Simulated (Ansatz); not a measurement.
SiC:
Space group F-43m (No. 216); a = 4.3569 Å, b = 4.3569 Å, c = 4.3569 Å, α = 90.00°, β = 90.00°, γ = 90.00°

| atom | site | symmetry | x | y | z |
|---|---|---|---|---|---|
| Si | 4c | -43m | 0.2500 | 0.2500 | 0.2500 |
| C | 4a | -43m | 0.0000 | 0.0000 | 0.0000 |
(The calculation used a cell of 2 atoms; values per cell refer to that cell.)

Relaxed with PBEsol. 

### Question
HSE06 on this cell (Ansatz, a program for electronic structure, PAW) gives a gap of 2.23 eV. What does PBEsol give?

### Answer
1.24 eV.

Cost on shared cores: the PBEsol run (SCF on a 11×11×11 mesh, then bands and DOS) about 5 core-seconds (a rough figure), the HSE06 run (SCF on 8×8×8, then a few points) about 24 core-seconds (a rough figure); the tasks are unlike.

The cell was relaxed with PBEsol under the symmetry of its start.

Potentials: the earlier of the program's two PAW sets. The files were generated under PBE; for other functionals the program regenerates the frozen cores, and for LDA and PBEsol the local potential too.

Ansatz is a plane-wave DFT program.
